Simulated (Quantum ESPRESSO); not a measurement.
# Ta2AgGa2MoAu2: input and log of a self-consistent run

Computed values, not a measurement. The program is pw.x of Quantum ESPRESSO 7.5 (plane-wave density functional theory). The cell is made up: eight metal atoms on a hexagonal close-packed lattice, with elements, volume, strain and displacements drawn at random and not relaxed, so it may be unstable or far from any real phase. PseudoDojo standard norm-conserving files set the functional (PBE unless stated); there is no spin polarisation or spin-orbit coupling, the Fermi-Dirac width of 0.25 eV means electrons at about 2900 K, and the masses in the input are unused placeholders. Heavy elements are run without spin-orbit coupling, which real alloys of them have. A spin test at this wide smearing found no moment, but such smearing suppresses magnetism that the real alloy may have.

Input:

```
&control calculation='scf', pseudo_dir='./dojo.nc.sr.pbe.v0_5.standard.upf', outdir='./o', disk_io='minimal', tprnfor=.true., tstress=.true. /
&system ibrav=0, nat=8, ntyp=5, nbnd=74, ecutwfc=82.02448710, nosym=.true., tot_charge=0,
 occupations='smearing', smearing='fd', degauss=0.0183746611
/
&electrons conv_thr=1.470e-08, electron_maxstep=70, mixing_beta=0.5 /
ATOMIC_SPECIES
Ag 1.0 Ag.upf
Au 1.0 Au.upf
Ga 1.0 Ga.upf
Mo 1.0 Mo.upf
Ta 1.0 Ta.upf
CELL_PARAMETERS angstrom
0.0 5.2187 0.0
3.013 0.0 4.8098
3.013 0.0 -4.8098
ATOMIC_POSITIONS angstrom
Ta 0.0348 -0.146 -0.1448
Ag 2.9401 -0.0081 0.046
Ga 3.1442 1.6969 -2.4063
Mo 3.06 1.5578 2.3585
Ga 1.5749 2.6121 -0.111
Au 4.5223 2.6177 -0.0658
Au 1.4066 4.3657 -2.3964
Ta 1.4842 4.3004 2.4639
K_POINTS automatic
5 5 5 1 1 1
```

The log is shortened where brackets say so; the opening notice, blank lines, dates and the lines on written files are dropped, and the path of the files is cut. It prints rydbergs, bohrs and kilobars, and counts compression as positive stress. Its total energy is the free energy E - TS of the whole cell.

```
     Program PWSCF v.7.5
     Parallel version (MPI & OpenMP), running on       4 processor cores
     Number of MPI processes:                 4
     Threads/MPI process:                     1
     [start-up lines left out]
     bravais-lattice index     =            0
     lattice parameter (alat)  =       9.8619  a.u.
     unit-cell volume          =    1020.7399 (a.u.)^3
     number of atoms/cell      =            8
     number of atomic types    =            5
     number of electrons       =       123.00
     number of Kohn-Sham states=           74
     kinetic-energy cutoff     =      82.0245  Ry
     charge density cutoff     =     328.0979  Ry
     scf convergence threshold =      1.5E-08
     mixing beta               =       0.5000
     number of iterations used =            8  plain     mixing
     Exchange-correlation= PBE
                           (   1   4   3   4   0   0   0)
     [axes and pseudopotential details left out]
   Cartesian axes
     site n.     atom                  positions (alat units)
         1        Ta     tau(   1) = (   0.0066683  -0.0279763  -0.0277464  )
         2        Ag     tau(   2) = (   0.5633779  -0.0015521   0.0088145  )
         3        Ga     tau(   3) = (   0.6024872   0.3251576  -0.4610918  )
         4        Mo     tau(   4) = (   0.5863529   0.2985035   0.4519325  )
         5        Ga     tau(   5) = (   0.3017801   0.5005270  -0.0212697  )
         6        Au     tau(   6) = (   0.8665568   0.5016000  -0.0126085  )
         7        Au     tau(   7) = (   0.2695307   0.8365493  -0.4591948  )
         8        Ta     tau(   8) = (   0.2844003   0.8240366   0.4721291  )
     number of k points=    63  Fermi-Dirac smearing, width (Ry)=  0.0184
                       cart. coord. in units 2pi/alat
        k(    1) = (   0.1732061   0.1000000   0.0000000), wk =   0.0320000
        k(    2) = (   0.3464122   0.1000000  -0.1085014), wk =   0.0320000
     [further k points left out]
     Dense  grid:   102421 G-vectors     FFT dimensions: (  60,  64,  64)
     Estimated max dynamical RAM per process >     430.60 MB
     Estimated total dynamical RAM >       1.61 GB
     Initial potential from superposition of free atoms
     starting charge     122.9907, renormalised to     123.0000
     Starting wfcs are   78 randomized atomic wfcs
     total cpu time spent up to now is        6.5 secs
     per-process dynamical memory:   337.6 Mb
     Self-consistent Calculation
     iteration #  1     ecut=    82.02 Ry     beta= 0.50
     Davidson diagonalization with overlap
     ethr =  1.00E-02,  avg # of iterations =  3.2
     total cpu time spent up to now is       22.5 secs
     total energy              =   -1608.66756136 Ry
     estimated scf accuracy    <       1.87874829 Ry
     iteration #  2     ecut=    82.02 Ry     beta= 0.50
     Davidson diagonalization with overlap
     ethr =  1.53E-03,  avg # of iterations =  3.3
     total cpu time spent up to now is       39.2 secs
     total energy              =   -1608.41938004 Ry
     estimated scf accuracy    <      10.39160557 Ry
     iteration #  3     ecut=    82.02 Ry     beta= 0.50
     Davidson diagonalization with overlap
     ethr =  1.53E-03,  avg # of iterations =  3.0
     total cpu time spent up to now is       53.8 secs
     total energy              =   -1609.36265529 Ry
     estimated scf accuracy    <       2.92344576 Ry
     iteration #  4     ecut=    82.02 Ry     beta= 0.50
     Davidson diagonalization with overlap
     ethr =  1.53E-03,  avg # of iterations =  2.0
     total cpu time spent up to now is       67.2 secs
     total energy              =   -1609.58997410 Ry
     estimated scf accuracy    <       0.06131111 Ry
     iteration #  5     ecut=    82.02 Ry     beta= 0.50
     Davidson diagonalization with overlap
     ethr =  4.98E-05,  avg # of iterations =  6.1
     total cpu time spent up to now is       84.7 secs
     total energy              =   -1609.59274263 Ry
     estimated scf accuracy    <       0.09035461 Ry
     [iterations 6 to 10 left out]
     iteration # 11     ecut=    82.02 Ry     beta= 0.50
     Davidson diagonalization with overlap
     ethr =  5.30E-09,  avg # of iterations =  2.0
     total cpu time spent up to now is      170.6 secs
     total energy              =   -1609.60711814 Ry
     estimated scf accuracy    <       0.00000050 Ry
     iteration # 12     ecut=    82.02 Ry     beta= 0.50
     Davidson diagonalization with overlap
     ethr =  4.04E-10,  avg # of iterations =  2.9
     total cpu time spent up to now is      186.3 secs
     total energy              =   -1609.60711820 Ry
     estimated scf accuracy    <       0.00000011 Ry
     iteration # 13     ecut=    82.02 Ry     beta= 0.50
     Davidson diagonalization with overlap
     ethr =  9.35E-11,  avg # of iterations =  2.7
     total cpu time spent up to now is      201.4 secs
     total energy              =   -1609.60711817 Ry
     estimated scf accuracy    <       0.00000045 Ry
     iteration # 14     ecut=    82.02 Ry     beta= 0.50
     Davidson diagonalization with overlap
     ethr =  9.35E-11,  avg # of iterations =  2.2
     total cpu time spent up to now is      215.1 secs
     total energy              =   -1609.60711822 Ry
     estimated scf accuracy    <       0.00000024 Ry
     iteration # 15     ecut=    82.02 Ry     beta= 0.50
     Davidson diagonalization with overlap
     ethr =  9.35E-11,  avg # of iterations =  1.8
     total cpu time spent up to now is      228.0 secs
     End of self-consistent calculation
     [lines on levels left out]
!    total energy              =   -1609.60711823 Ry
     estimated scf accuracy    <       0.00000001 Ry
     smearing contrib. (-TS)   =      -0.09469430 Ry
     internal energy E=F+TS    =   -1609.51242392 Ry
     The total energy is F=E-TS. E is the sum of the following terms:
     one-electron contribution =    -539.07199273 Ry
     hartree contribution      =     339.66077343 Ry
     xc contribution           =    -313.49685819 Ry
     ewald contribution        =   -1096.60434644 Ry
     convergence has been achieved in  15 iterations
     Forces acting on atoms (cartesian axes, Ry/au):
     atom    1 type  5   force =    -0.03296112    0.02846895    0.01887095
     atom    2 type  1   force =     0.01150651   -0.00277909   -0.01557214
     atom    3 type  3   force =    -0.00142741   -0.01120872   -0.01554710
     atom    4 type  4   force =    -0.03342978    0.02861292    0.04260044
     atom    5 type  3   force =    -0.00701761   -0.00414291    0.01203840
     atom    6 type  2   force =     0.01405672   -0.02121206    0.01301941
     atom    7 type  2   force =     0.03881775   -0.03546580   -0.01656506
     atom    8 type  5   force =     0.01045496    0.01772671   -0.03884488
     Total force =     0.112942     Total SCF correction =     0.000352
     Computing stress (Cartesian axis) and pressure
          total   stress  (Ry/bohr**3)                   (kbar)     P=      -95.80
  -0.00072178  -0.00007150  -0.00015572         -106.18      -10.52      -22.91
  -0.00007150  -0.00075071  -0.00000163          -10.52     -110.43       -0.24
  -0.00015572  -0.00000163  -0.00048125          -22.91       -0.24      -70.79
     init_run     :      6.02s CPU      6.29s WALL (       1 calls)
     electrons    :    216.23s CPU    221.50s WALL (       1 calls)
     forces       :      2.56s CPU      2.57s WALL (       1 calls)
     stress       :      8.76s CPU      8.96s WALL (       1 calls)
     [timing details left out]
     PWSCF        :   3m53.83s CPU   3m59.61s WALL
     JOB DONE.
```

In other units: free energy -21899.820 eV for the cell, pressure -9.58 GPa, largest force component 1.095 eV/Å in size. The run took 241 s of wall time with four MPI processes on a shared machine (Intel Xeon, 2023 or later, virtual cores), so the time is rough. A rerun of this cell at a higher cutoff and on a denser mesh moved values by no more than 0.003 eV in energy, 0.03 GPa in stress and 0.003 eV/Å in force, and a second program with other atomic files agreed on that cell to 2 % rms in force and 0.5 GPa in pressure.